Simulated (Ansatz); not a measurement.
WC (WC type, space group P-6m2)

```
CELL_PARAMETERS angstrom
      2.92196     0.00000     0.00000
     -1.46098     2.53050     0.00000
      0.00000     0.00000     2.84728
ATOMIC_POSITIONS crystal
  W  0.00000 0.00000 0.00000
  C  0.66667 0.33333 0.50000
```

The volume is varied about the relaxed value V₀ at fixed cell shape. Symmetry pins the atoms to their sites.

Calculation: PBE (plane waves to 420 eV, PAW, scalar-relativistic; Ansatz, an electronic-structure program). k mesh 18×18×16 (Γ-centred), Fermi-Dirac smearing 0.05 eV. The energy includes the smearing's −TS. Stress and pressure are positive under compression. With the shape held, the modulus is that of even scaling; a crystal free to change shape is softer. Spin-orbit coupling is left out, though W is heavy. The PAW data are Ansatz's earlier set. WC is run without spin polarisation. WC was relaxed with its symmetry unable to fall. ΔE is measured from the relaxed starting cell.

The scan covers V/V₀ from 0.940 to 1.060 in 9 points.

### Question
What is the fitted pressure derivative B₀′?

### Answer
4.3.

### Question
What bulk modulus at fixed cell shape B₀ follows from a third-order Birch-Murnaghan fit?

### Answer
386 GPa.

(Under strain, the slope of the energy per volume gives the stress and its curvature an elastic modulus.)
